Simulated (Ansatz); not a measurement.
Consider the following.

YSe:
```yaml
crystal:
  lattice:
    - [0.00000, 2.84449, 2.84449]
    - [2.84449, 0.00000, 2.84449]
    - [2.84449, 2.84449, 0.00000]
  atoms:
    - { symbol: Se, position: [0.00000, 0.00000, 0.00000] }
    - { symbol: Y, position: [0.50000, 0.50000, 0.50000] }
```

This is the PBEsol-relaxed structure.

Problem. All from PBEsol (plane waves, PAW; program Ansatz), unless another level is named. Give the electronic character.

Solution. metallic (no gap).

Problem. Predict the formation energy from the elements (no fitted shifts).

Solution. -1.86 eV/atom.

Problem. Next, the density of states at the Fermi level?

Solution. 0.50 states/eV per atom (mean over ±0.08 eV).

Problem. And the gap with spin–orbit coupling?

Solution. none (metallic).

Space group Fm-3m (rock salt). The workflow started from an entry of the Crystallography Open Database (COD). Its standing as an ambient phase is unchecked. The PBEsol relaxation kept the symmetry of its start; of distortions, only those at the zone centre were tested. The run is not spin-polarised. With an odd number of electrons in the cell and no spin polarisation, the count alone makes it a metal. The references are the lowest solids computed at this level, not always the standard phases. Scalar-relativistic: spin–orbit coupling is off unless named, which matters more the heavier the elements.

Potentials: the later of the program's two PAW sets.
